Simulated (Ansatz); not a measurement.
Relaxed-ion elastic tensor of AgW (rock salt, Fm-3m) in GPa (Voigt order), DFT-PBEsol in the program Ansatz with PAW potentials; density 13.26 g/cm³, 18.26 Å³ per atom.

|  | 1 | 2 | 3 | 4 | 5 | 6 |
|---|---|---|---|---|---|---|
| 1 | 406 | 57.7 | 57.7 | 0.0 | 0.0 | 0.0 |
| 2 | 57.7 | 406 | 57.7 | 0.0 | 0.0 | 0.0 |
| 3 | 57.7 | 57.7 | 406 | 0.0 | 0.0 | 0.0 |
| 4 | 0.0 | 0.0 | 0.0 | -18.9 | 0.0 | 0.0 |
| 5 | 0.0 | 0.0 | 0.0 | 0.0 | -18.9 | 0.0 |
| 6 | 0.0 | 0.0 | 0.0 | 0.0 | 0.0 | -18.9 |

Q: Is the crystal mechanically stable?

A: No: the smallest eigenvalue of C is -18.9 GPa.

The start of the workflow was typed in or built on a structure type; neither database checked (COD, Materials Project) lists it. Its standing as an ambient phase is unchecked. The PBEsol relaxation kept the symmetry of its start. At this level the phase is mechanically unstable. No spin polarisation was allowed. Its formation energy is positive at this level, so the cell may be metastable or incomplete. As this level gives no gap, shear constants depend on the k-mesh and smearing (Fermi–Dirac, 0.1 eV here). Spin–orbit coupling is left out wherever it is not named.

Potentials: the earlier of the program's two PAW sets. The files were generated under PBE; for other functionals the program regenerates the frozen cores, and for LDA and PBEsol the local potential too.
